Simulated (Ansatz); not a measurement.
Hf₂Cu:
```xyz
3
Lattice="-1.5794 1.5794 5.5704 1.5794 -1.5794 5.5704 1.5794 1.5794 -5.5704" Properties=species:S:1:pos:R:3 pbc="T T T"
Hf     0.0000     0.0000     3.8325
Hf     0.0000     0.0000     7.3083
Cu     0.0000     0.0000     0.0000
```

Relaxed with r²SCAN. Special points in fractions of this cell's reciprocal vectors: Γ (0.000, 0.000, 0.000); X (0.000, 0.000, 0.500); P (0.250, 0.250, 0.250); N (0.000, 0.500, 0.000); M (0.500, 0.500, -0.500); S (0.270, 0.730, -0.270); S0 (-0.270, 0.270, 0.270); R (-0.040, 0.040, 0.500); G (0.500, 0.500, -0.040).

Problem. List the band energies nearest the Fermi level at these points for r²SCAN in the plane-wave PAW code Ansatz.

Solution. In eV from the Fermi level; about four levels below and three above (degenerate sets whole), none deeper than 8.9 eV; points with the same levels are listed once.

```json
[
 {"k": "Γ", "below": "-3.27 -3.27 -3.14 -1.68 -1.08", "above": "0.81 2.69 2.69"},
 {"k": "X", "below": "-2.32 -2.08 -1.14 -0.73", "above": "1.33 2.00 4.22"},
 {"k": "P", "below": "-2.70 -2.08 -1.95 -1.95", "above": "0.43 0.43 2.45"},
 {"k": "N", "below": "-3.34 -2.35 -1.70 -0.49", "above": "0.15 1.03 1.11"},
 {"k": "M", "below": "-3.27 -3.27 -3.13 -1.32 -0.87", "above": "0.63 1.74 1.74"},
 {"k": "S", "below": "-3.35 -2.13 -2.06 -0.26", "above": "0.13 0.43 1.50"},
 {"k": "R", "below": "-2.21 -2.12 -1.32 -0.77", "above": "1.28 2.17 4.18"}
]
```

Space group I4/mmm (MoSi2 or CaC2 type). The first step of the workflow began from a Materials Project structure, measured or hypothetical; the Crystallography Open Database files this formula in space group No. 139, but the cells were not matched. Whether it is the stable phase at ambient conditions was not checked. The r²SCAN relaxation kept the symmetry of its start; its stability against distortions is not shown here. The run is not spin-polarised. Spin–orbit coupling is left out wherever it is not named.

Potentials: the later of the program's two PAW sets.
